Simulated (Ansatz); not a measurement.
IrO2 (rutile)

```xyz
6
Lattice="4.5293 0.0000 0.0000 0.0000 4.5293 0.0000 0.0000 0.0000 3.1799" Properties=species:S:1:pos:R:3 pbc="T T T"
Ir     0.0000     0.0000     0.0000
Ir     2.2647     2.2647     1.5900
O      1.3970     1.3970     0.0000
O      3.6617     0.8676     1.5900
O      0.8676     3.6617     1.5900
O      3.1323     3.1323     0.0000
```

The relaxed cell is deformed in two ways at once: its volume V is scaled, and at that volume it is stretched along z (the c axis of the conventional cell) so that c/a changes. Fractional atomic positions are held.

These are PBE (plane waves to 420 eV, PAW, scalar-relativistic; Ansatz, a quantum-chemistry and plane-wave program) values and carry that method's errors. k mesh 10×10×15 (Γ-centred), Fermi-Dirac smearing 0.05 eV. Stress and pressure are positive under compression. As the atoms are clamped, bonds stretch with the cell, which overstates energies and stresses. With partly filled bands, the response to shear is sensitive to the k mesh, so small differences along c/a are uncertain. IrO2 is run without spin polarisation and with no Hubbard U. IrO2 was relaxed with its symmetry unable to fall. Spin-orbit coupling is left out, though Ir is heavy. The PAW data are Ansatz's earlier set.

At one point of the scan the stress tensor (GPa) is:

```
    9.4      0.0      0.0
    0.0      9.4      0.0
    0.0      0.0     23.1
```

Q: Which point is it?
A) V/V₀ = 0.960, (c/a)/(c/a)₀ = 1.000
B) V/V₀ = 0.960, (c/a)/(c/a)₀ = 1.040
C) V/V₀ = 0.980, (c/a)/(c/a)₀ = 0.980
D) V/V₀ = 0.960, (c/a)/(c/a)₀ = 0.980

A: D, V/V₀ = 0.960, (c/a)/(c/a)₀ = 0.980

(Under strain, the slope of the energy per volume gives the stress and its curvature an elastic modulus.)
